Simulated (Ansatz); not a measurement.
## Structure optimisation: lutetium, diamond

The calculation used Ansatz, DFT, r2SCAN, plane waves (500 eV) with PAW, scalar-relativistic. The PAW files were generated under PBE, with cores re-solved for the functional.

k-point mesh 8×8×8, Fermi-Dirac smearing 0.1 eV, no spin polarisation. Cell and atoms relax.

Starting structure:

```yaml
crystal:
  lattice:
    - [0.0, 3.4148174924, 3.4148174924]
    - [3.4148174924, 0.0, 3.4148174924]
    - [3.4148174924, 3.4148174924, 0.0]
  atoms:
    - { symbol: Lu, position: [0.125, 0.125, 0.125] }
    - { symbol: Lu, position: [0.875, 0.875, 0.875] }
hamiltonian:
  xc: r2scan
  pseudopotentials:
    kind: paw
    azcp:
      Lu: "pseudopotentials/Lu.paw.azcp"
basis:
  ecutwfc: 500
  fft_grid_basis: typed
kpoints:
  mp_grid: { grid: [8, 8, 8], shift: [0, 0, 0] }
magnetization:
  spin_polarized: false
scf:
  occupations: { method: fermi_dirac, width: 0.1 }
relax:
  max_steps: 60
  f_tol: 0.01
  cell: {}
```

What cell does the relaxation end in?

Fd-3m with a = 7.365 Å; 49.95 Å³ per atom against 39.82 at the start (25.4 %).

How much energy does the relaxation gain?

67.0 meV per atom.

Path of the relaxation (the plane waves are chosen anew near the end, which can shift the energy a little):

| step | E − E(final) (meV/atom) | V (Å³/atom) | P (GPa) | max force (eV/Å) |
| --- | --- | --- | --- | --- |
| 0 | 66.98 | 39.820 | 1.99 | 0.000 |
| 1 | 35.06 | 42.862 | 1.46 | 0.000 |
| 2 | 2.60 | 49.274 | 0.12 | 0.000 |
| 3 | 2.49 | 49.945 | -0.03 | 0.000 |
| 4 | 0.00 | 49.945 | 0.01 | 0.000 |
